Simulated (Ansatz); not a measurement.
Calculation for Ca: DFT, LDA, all-electron LAPW, scalar-relativistic (Ansatz 0.2.0).

The cell comes from a relaxation on PAW files under the same functional, begun from a database entry that needn't be the ground state.

Command: `ansatz run input.yaml --threads 1 --pin off --max-ram 3072MiB --backend cpu --events-out ev --progress --plain --runs-dir out` It took 5.8 s on 1 thread of Intel(R) Xeon(R) Platinum 8488C (Sapphire Rapids) (shared host), peak memory 0.29 GiB.

```yaml
crystal:
  lattice:
    - [0.0, 2.6697303331, 2.6697303331]
    - [2.6697303331, 0.0, 2.6697303331]
    - [2.6697303331, 2.6697303331, 0.0]
  atoms:
    - { symbol: Ca, position: [0.0, 0.0, 0.0] }
kpoints:
  mp_grid: { grid: [16, 16, 16] }
scf:
  occupations: { method: fermi_dirac, width: 0.05 }
hamiltonian:
  xc: lda
  pseudopotentials: { kind: all_electron, lapw: { basis_error: 0.0005 } }
output:
  forces: true
  stress: true
  eigenvalues: true
```

Output:

```
LAPW: plane waves up to 5.106 Å⁻¹, error target 5.0e-4 eV per atom; small_component_spin mean_spin; Ca in spheres of 1.888 Å, 10 of its electrons in bands, Dirac shells [] (how accurate: hamiltonian.pseudopotentials.lapw.basis_error, Limitations)
Engine: ansatz 0.2.0
Pseudopotentials: kind: all_electron
Pseudopotential: Ca, LAPW, valence charge 10, lapw/all_electron/scalar/gaussian/Ca, Koelling and Harmon's equation, gaussian nucleus
Functional definition: SPW92
  exchange = slater_x
  correlation = pw_c
Crystal: 1 atoms, lattice volume = 38.057 Å³
Basis set: ecut = 99.32578136309345 eV, 65 PW (Γ), exchange–correlation at level 2
Bands: 9, of which v1, the nominal top of the filled ones, is band 5 counted from 1 (4 counted from 0)
Symmetry: 48 space group operations
Space group: Fm-3m (ITA 225), of the structure as read, at distance tolerance 3.4e-5 Å
k-points: 145 of 4096
Non-local potential: Ca, projectors of the file, none
Initial density: superposition of atomic densities (chi_scale 0.1, normalization cell)
Initial wavefunctions: plane waves of lowest kinetic energy (no species holds an atomic orbital)
Functional: x = slater, c = lda
iter 1 solved again at ethr=9.48e-5 eV; its pass at ethr=1.00e-1 eV (dr2=9.48e-3 eV) is discarded
SCF iter   1: F=—  HF=-18470.315977 eV  |F-HF|=—  |Δ(HF+E_count)|=         —  Δρ=3.70e-3  dr2=9.44e-3  ethr=9.48e-5  ⟨swp⟩=3.2  Hψ=10359  notcnv=0
preconditioner: auto → none  [metal: Δε(μ)=0.008 eV  Ē_g=3.560 eV  σ=0.050 eV  W_gap=0.04  n_scr=8 (ndim 8)  ℏωp=8.5 eV  f_vac=0.000  D(μ)=1.53/eV (n_scr^D=14)  sad-step TF]
SCF iter   2: F=—  HF=-18470.311576 eV  |F-HF|=—  |Δ(HF+E_count)|=   4.40e-3  Δρ=3.00e-3  dr2=6.34e-3  ethr=9.44e-5  ⟨swp⟩=2.0  Hψ=4169  notcnv=0
iter 3 solved again at ethr=5.82e-6 eV; its pass at ethr=6.34e-5 eV (dr2=5.82e-4 eV) is discarded
SCF iter   3: F=—  HF=-18470.312208 eV  |F-HF|=—  |Δ(HF+E_count)|=   6.31e-4  Δρ=9.04e-4  dr2=5.82e-4  ethr=5.82e-6  ⟨swp⟩=2.0  Hψ=6775  notcnv=0
SCF iter   4: F=—  HF=-18470.312233 eV  |F-HF|=—  |Δ(HF+E_count)|=   2.56e-5  Δρ=2.26e-5  dr2=3.22e-7  ethr=5.82e-6  ⟨swp⟩=2.0  Hψ=4120  notcnv=0
SCF iter   5: F=-18470.312234 eV  HF=-18470.312234 eV  |F-HF|=1.80e-8  |Δ(HF+E_count)|=   3.79e-7  Δρ=4.18e-6  dr2=8.45e-9  ethr=3.22e-9  ⟨swp⟩=3.0  Hψ=4304  notcnv=0
SCF 1 converged in 5 iterations: F = -18470.312234 eV  dr2 = 8.45e-9
SCF converged after 5 iterations
Free energy (F): -18470.312234 eV
Harris-Foulkes:  -18470.312234 eV  (|F-HF|=1.80e-8)
Internal energy: -18470.300404 eV  (E = F + TS)
E sigma→0 (E₀):  -18470.306319 eV
Entropy (-TS):   -0.011830 eV (-11.830 meV/atom)
Fermi energy:    5.814680 eV
--- Per-component energies (eV) ---
  E_band       = -163.306789
  E_kinetic    = 18602.644724
  E_xc         = -938.167816
  E_electrostatic = -36134.777312  (all electrons and nuclei)
  E_smearing   = -0.011830  (= −TS)
  E_closure    = 0.000000  (closes the sum)
  E_atoms      = -18468.106092  (free atoms, spherical and without spin; not in F)
  Σ components = -18470.312234   (vs F -18470.312234, Δ=0.00e0)
  Basis errors (estimates in eV, not in F): energy 1.5e-4 per atom: plane waves 1.4e-4 (7.2e-5 summed), levels above the bands 5.9e-32, relativity 3.1e-10, radial functions 5.6e-6, core shells 2.8e-10; eigenvalues (radial functions only) 7.6e-7; not estimated: angular momenta, meshes, grids; target (lapw.basis_error) 5.0e-4; muffin-tin radii Ca 1.888 Å
--- Forces (eV/Å), atoms counted from 1 ---
  atom   1  Ca     0.00000000    -0.00000000     0.00000000
  max |Σ_I F_I| component: 4.72e-32 eV/Å
--- Stress (GPa, compression-positive) ---
       -0.024320      -0.000000       0.000000
       -0.000000      -0.024320       0.000000
        0.000000       0.000000      -0.024320
  P = ⅓ Tr σ = -0.0243 GPa (-0.243 kbar)
--- Band table (eV; the first three rows and the last of 145) ---
  k-point 0: bands = ["-35.6128", "-16.7472", "-16.7472", "-16.7472", "1.6003", "8.1502", "8.1502", "8.1502", "9.3533"]
  k-point 1: bands = ["-35.6119", "-16.7554", "-16.7483", "-16.7483", "1.6738", "8.0719", "8.1796", "8.1796", "9.3270"]
  k-point 2: bands = ["-35.6093", "-16.7784", "-16.7514", "-16.7514", "1.8907", "7.8576", "8.2523", "8.2523", "9.2717"]
  k-point 144: bands = ["-35.5818", "-16.8832", "-16.8832", "-16.8247", "5.9204", "6.5124", "6.5124", "8.5044", "10.3411"]
```
